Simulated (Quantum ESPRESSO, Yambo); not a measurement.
**Quasiparticle gap of ZnO**

Space group P6₃mc (No. 186); a = 3.184 Å, b = 3.184 Å, c = 5.146 Å, α = 90.00°, β = 90.00°, γ = 120.00°

```
atom  site  symmetry       x       y       z
----  ----  --------  ------  ------  ------
O       2b       3m.  0.3333  0.6667  0.3794
Zn      2b       3m.  0.3333  0.6667  0.0009
```

Cell and atoms were relaxed with LDA from Materials Project entry mp-2133, within its symmetry.

Starting point: norm-conserving LDA (Quantum ESPRESSO, 84 Ry, scalar-relativistic). G0W0 in Yambo: 6×6×4 Γ-centred k mesh, bands 9 to 125 and a 10 Ry block in the screening, 125 bands in G with the Bruneval-Gonze terminator, plasmon pole fitted at 27.2 eV.

```
Item                                              Value
----------------------------------------------  -------
LDA gap along the band path                     0.87 eV
LDA gap between the mesh's edge points (Γ → Γ)  0.87 eV
G0W0 gap between the same points                2.58 eV
```

| k point | band | E LDA (eV) | E QP (eV) | shift (eV) | Z |
|---|---|---|---|---|---|
| Γ | VB | 0.00 | -1.03 | -1.03 | 0.79 |
| Γ | CB | 0.87 | 1.55 | 0.68 | 0.83 |
| A | VB | -0.42 | -1.50 | -1.07 | 0.79 |
| A | CB | 3.55 | 4.46 | 0.91 | 0.82 |
| L | VB | -1.49 | -2.65 | -1.16 | 0.79 |
| L | CB | 5.71 | 6.65 | 0.94 | 0.84 |
| K | VB | -1.87 | -3.10 | -1.24 | 0.79 |
| K | CB | 7.51 | 8.36 | 0.85 | 0.84 |
| H | VB | -1.36 | -2.47 | -1.11 | 0.78 |
| H | CB | 7.96 | 8.96 | 1.00 | 0.82 |

Energies count from the LDA valence-band maximum.

Nearest settings tried, and what they do to the gap: 84 bands in W, 84 bands in G: +63 meV; 8 Ry block (123 vectors against 159): -31 meV; 6×6×2 mesh: -82 meV. So the settings aren't converged at that level. Oxides, nitrides and fluorides with a shallow 3d shell are known to need far more bands and larger blocks.
